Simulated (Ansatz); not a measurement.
One crystal and one scan (frozen-phonon scan) at two levels, PBE (plane waves to 420 eV, PAW, scalar-relativistic; Ansatz, a program for electronic structure) and r2SCAN (plane waves to 500 eV, PAW, scalar-relativistic; Ansatz), each from its own relaxed cell and on its own mesh. The cell shown is that of PBE.

Relaxed BAs (zinc blende):

```
CELL_PARAMETERS angstrom
      0.00000     4.80936     4.80936
      2.40468     0.00000     2.40468
      2.40468     2.40468     0.00000
ATOMIC_POSITIONS crystal
  As 0.37500 0.75000 0.75000
  As 0.87500 0.75000 0.75000
  B  0.00000 0.00000 0.00000
  B  0.50000 0.00000 0.00000
```

A phonon eigenvector at L = (0.5, 0.0, 0.0) is frozen into this cell: atom i moves by Q times the vector below, so Q is the largest atomic displacement, in Å. The cell is held. It is one choice among 2 degenerate patterns. (q is in reciprocal vectors of the primitive cell; the cell shown is doubled to hold the pattern.)

| atom | x | y | z |
|---|---|---|---|
| As1 | 0.036 | -0.066 | 0.102 |
| As2 | -0.036 | 0.066 | -0.102 |
| B3 | 0.285 | -0.520 | 0.805 |
| B4 | -0.285 | 0.520 | -0.805 |

BAs was relaxed with its symmetry unable to fall. The PAW data are Ansatz's earlier set. Both scans cover Q from -0.100 to 0.100 Å.

ΔE (meV/cell), each from the undisplaced structure of its own level:

```tsv
Q (Å)	PBE	r2SCAN
-0.100	187.1	198.2
-0.083	129.9	137.5
-0.067	83.1	88.0
-0.050	46.7	49.4
-0.033	20.7	withheld
-0.017	5.2	5.5
0.000	0.0	0.0
0.017	5.2	5.5
0.033	20.7	withheld
0.050	46.7	49.4
0.067	83.1	88.0
0.083	129.9	137.5
0.100	187.1	198.2
```

### Question
Estimate the r2SCAN value at 0.033 from the PBE value there and the ratio of the two levels in the two nearest given rows on that side of the minimum.

### Answer
At 0.017 and 0.050 the ratio r2SCAN/PBE averages 1.058, which gives 1.058 × 20.7 = 21.9 meV/cell. The calculation gives 22.0 meV/cell, +6.3 % against PBE.

(A displaced cell: forces are minus the slopes of the energy, force constants its curvatures, and phonons follow from these.)
